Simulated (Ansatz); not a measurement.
Sr2MgO3 as one 6-atom ordering (I4/mmm) on the rocksalt lattice: a relaxation of cell and atoms in the PAW code Ansatz (PBE). The start is a rough guess from atomic radii.

```yaml
crystal:
  lattice:
    - [-1.677164654, 1.677164654, 7.115607]
    - [1.677164654, -1.677164654, 7.115607]
    - [1.677164654, 1.677164654, -7.115607]
  atoms:
    - { symbol: Mg, position: [0.0, 0.0, 0.0] }
    - { symbol: O, position: [0.8333333333, 0.8333333333, 0.0] }
    - { symbol: Sr, position: [0.3333333333, 0.3333333333, 0.0] }
    - { symbol: O, position: [0.1666666667, 0.1666666667, 0.0] }
    - { symbol: Sr, position: [0.6666666667, 0.6666666667, 0.0] }
    - { symbol: O, position: [0.5, 0.5, 0.0] }
kpoints:
  mp_grid: { grid: [10, 10, 10] }
hamiltonian:
  xc: pbe
scf:
  occupations: { method: fermi_dirac, width: 0.02 }
relax:
  f_tol: 0.005
  cell: {}
output:
  write_density: true
  write_potential: true
  elf: true
  volumetric_format: npy
```

The output follows, shortened, with numbered blanks.
```
Functional definition: PBE
  parameter kappa = 0.804
  parameter beta = 0.06672455060314922
  exchange = pbe_x(kappa = kappa, mu = beta*pi^2/3)
  correlation = pbe_c(beta = beta)
Crystal: 6 atoms, lattice volume = 80.061 Å³
Basis set: ecut = 420 eV, 1555 PW (Γ), FFT grids on a1−a2, a2, a1+a3
Bands: 30, of which v1, the nominal top of the filled ones, is band 24 counted from 1 (23 counted from 0)
Symmetry: 16 space group operations
Space group: I4/mmm (ITA 139)
k-points: 102 of 1000
preconditioner: auto → Resta (q_TF=auto, 2.505 Å⁻¹)  ε∞=3.9  [insulator: Δε(μ)=3.053 eV  σ=0.020 eV  ℏωp=24.9 eV]
relax step 1: F+E_penalty+E_count = -10721.14135458 eV  max|allowed force component| = 1.605e0 eV/Å  Δτ_max = 0.0000 Å  P = +19.135 GPa  Ω = 80.061 Å³
--- Relaxed structure (9 steps of the walk, 9 accepted, 2 SCFs on fresh bases) ---
[1]
```

Problem. Fill in the blanks. They hold the relaxed structure.

Solution.
```
[1]
  F+E_penalty+E_count = -10722.20594826 eV   max|allowed force component| = 1.497e-3 eV/Å
  cell:  # Å, volume = 92.3137 Å³
    - [-1.777462, 1.777462, 7.304749]
    - [1.777462, -1.777462, 7.304749]
    - [1.777462, 1.777462, -7.304749]
  atoms:
    - { symbol: Mg, position: [0.000000, 0.000000, 0.000000] }
    - { symbol: O, position: [0.853278, 0.853278, 0.000000] }
    - { symbol: Sr, position: [0.341516, 0.341516, 0.000000] }
    - { symbol: O, position: [0.146722, 0.146722, 0.000000] }
    - { symbol: Sr, position: [0.658484, 0.658484, 0.000000] }
    - { symbol: O, position: [0.500000, 0.500000, 0.000000] }
```
Only the leading digits can be foreseen; the rest is this run's record.

Run as `ansatz run input.yaml --threads 2 --pin off --max-ram 18432MiB --backend cpu --events-out ev --progress --plain --runs-dir out`.

Problem. It ran on 2 threads of AMD EPYC 7R13 Processor (Zen 3), with other jobs on the host, load about 1.5 per core. About how long did it take, and how much host memory at the peak?

Solution. About 56 s, with a peak of 0.67 GiB.

These are computed values for a spin-unpolarised cell that may be hypothetical; none is a measurement.
